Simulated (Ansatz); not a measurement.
Method: PBEsol, scalar-relativistic; no spin polarisation; PAW, 420 eV, 12×12×12 k-mesh, Gaussian smearing of 0.05 eV; code Ansatz. The datasets are Ansatz's generated set soft_2.

A compound XP has these computed properties.

```json
{
 "Space group": "F-43m (No. 216)",
 "Conventional cell": "a = 5.259 Å, b = 5.259 Å, c = 5.259 Å, α = 90.00°, β = 90.00°, γ = 90.00°",
 "Volume": "18.18 Å³/atom",
 "Band gap": "zero (metallic)",
 "Density of states at the Fermi level": "about 0.7 states/(eV·atom)",
 "Formation energy from the elements (0 K, uncorrected)": "0.40 eV/atom (unstable against the elements)",
 "Bulk modulus (Birch–Murnaghan)": "178 GPa",
 "Pressure derivative B0′": "4.2"
}
```

Sites: X on 4a, P on 4d.

Task: Which element is X?
A. Ta
B. Ir
C. Os
D. Re

Result: D. X is Re, so the compound is ReP.

This is a trial structure made by placing the elements on a prototype's sites, so it needn't be the stable form.

No spin–orbit coupling, a notable omission for heavy elements.
